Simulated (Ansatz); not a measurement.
AlNi3 (Cu3Au type, space group No. 221) at seven volumes, DFT-r²SCAN in the program Ansatz with PAW potentials, scaled uniformly. One row is withheld.

```
V (Å³/atom)  P (GPa)
-----------  -------
9.984          23.66
10.314         14.40
10.643          6.59
10.972         -0.02
11.301         -5.61
11.630             ?
11.959        -14.31
```

Question: Fit the shown pressures and predict the withheld one.

Answer: Third-order Birch–Murnaghan: P = (3/2)B₀(x^(7/2) − x^(5/2))[1 + (3/4)(B′ − 4)(x − 1)] with x = (V₀/V)^(2/3). Least squares on the six rows gives V₀ = 10.971 Å³/atom, B₀ = 202.2 GPa, B′ = 4.58. At V = 11.630, x = 0.9619 and P = -10.32 GPa. The run itself gave -10.33 GPa.

Space group Pm-3m (Cu3Au type). The cell was relaxed with r²SCAN under the symmetry of its start. Magnetic state: ferromagnetic, the only order run, not a proven ground state. Other orbital occupations within this spin state were not tried.

Potentials: the earlier of the program's two PAW sets. The files were generated under PBE; for other functionals the program regenerates the frozen cores, and for LDA and PBEsol the local potential too.
